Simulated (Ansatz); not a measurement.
Relaxed ScCu (CsCl type):

```
ScCu
1.0
    6.33192     0.00000     0.00000
    3.16596     3.16596     0.00000
    3.16596     0.00000     3.16596
Sc Cu
2 2
Direct
  0.75000   0.50000   0.50000
  0.25000   0.50000   0.50000
  0.00000   0.00000   0.00000
  0.50000   0.00000   0.00000
```

The atoms are displaced by Q × the pattern below (from a DFPT mode at R = (0.5, 0.5, 0.5), largest move 1; Q in Å), at fixed cell. It is one choice among 3 degenerate patterns. (q is in reciprocal vectors of the primitive cell; the cell shown is doubled to hold the pattern.)

```csv
atom,x,y,z
Cu3,0.000,0.000,1.000
Cu4,0.000,0.000,-1.000
```

Atoms not listed stay in place.

Computed with LDA (plane waves to 420 eV, PAW, scalar-relativistic; Ansatz, a first-principles code). k mesh 15×15×15 (Γ-centred), Fermi-Dirac smearing 0.05 eV. E stands for the smeared free energy. With partly filled bands, energies and forces of such displacements shift with the k mesh and the smearing. ScCu is run without spin polarisation. ScCu was relaxed with its symmetry unable to fall. The relaxed volume of ScCu is well below the measured one. The zero of ΔE is the undisplaced structure. The last digit holds for this mesh only.

```json
[
 {"Q (Å)": "-0.1000", "ΔE (meV/cell)": "15.95"},
 {"Q (Å)": "-0.0833", "ΔE (meV/cell)": "10.88"},
 {"Q (Å)": "-0.0667", "ΔE (meV/cell)": "6.87"},
 {"Q (Å)": "-0.0500", "ΔE (meV/cell)": "3.82"},
 {"Q (Å)": "-0.0333", "ΔE (meV/cell)": "withheld"},
 {"Q (Å)": "-0.0167", "ΔE (meV/cell)": "0.42"},
 {"Q (Å)": "0.0000", "ΔE (meV/cell)": "0.00"},
 {"Q (Å)": "0.0167", "ΔE (meV/cell)": "0.42"},
 {"Q (Å)": "0.0333", "ΔE (meV/cell)": "withheld"},
 {"Q (Å)": "0.0500", "ΔE (meV/cell)": "3.82"},
 {"Q (Å)": "0.0667", "ΔE (meV/cell)": "6.87"},
 {"Q (Å)": "0.0833", "ΔE (meV/cell)": "10.88"},
 {"Q (Å)": "0.1000", "ΔE (meV/cell)": "15.95"}
]
```

Task: Fit an even polynomial form (powers 2, 4) to the given rows and predict ΔE at Q = -0.0333.

Result: Least squares on the 11 given rows: ΔE = (1505)·Q² + (9014)·Q⁴, in meV/cell with Q in Å; root-mean-square residual 0.002 meV/cell. At -0.0333 the fit gives 1.68 meV/cell; the calculation gives 1.68 meV/cell, the same to the digits shown. The quadratic term alone would give 1.67 meV/cell.

(For displaced atoms, the force is minus the slope of the energy, and its curvature is a force constant, which sets phonon frequencies.)
